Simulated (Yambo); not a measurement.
G0W0@PBEsol for N (space group P6_3/mmc, No. 194) in Yambo (3×3×2 mesh, 8 Ry block, plasmon pole, screening fixed), without a terminator:

```json
[
 {"bands N in G": "61", "gap Γ → K (eV)": "13.594", "shift of the valence edge (eV)": "-2.591"},
 {"bands N in G": "113", "gap Γ → K (eV)": "13.566", "shift of the valence edge (eV)": "-2.814"},
 {"bands N in G": "184", "gap Γ → K (eV)": "13.546", "shift of the valence edge (eV)": "-2.933"}
]
```

Extrapolate both columns to infinite N with E(N) = E∞ + A/N, test the form, and compare with the terminator.

From two points, E∞ = (N2 E2 − N1 E1)/(N2 − N1). The two largest N give 13.51 eV for the gap and -3.12 eV for the shift; the two smallest give 13.53 eV and -3.08 eV. For the gap the slopes A are 3.7 and 5.9 eV: the form isn't reached, and its limit is uncertain. For the shift the slopes A are 30 and 35 eV: the form isn't reached, and its limit is uncertain. With the Bruneval-Gonze terminator and 184 bands the run gives 13.54 eV and -3.07 eV, 0.02 eV and 0.05 eV from the extrapolated values: the terminator too is an estimate of the remainder. Block, mesh and the bands in W are held fixed.

Geometry relaxed with PBE+D3(BJ); primitive cell a = 3.7993 Å, b = 3.7993 Å, c = 7.4196 Å, α = 90.00°, β = 90.00°, γ = 120.00°.

The structure is a Materials Project entry; no match was found in the copy of COD used, and its stability was not checked.

A shift is the quasiparticle energy of the state minus its PBEsol energy.
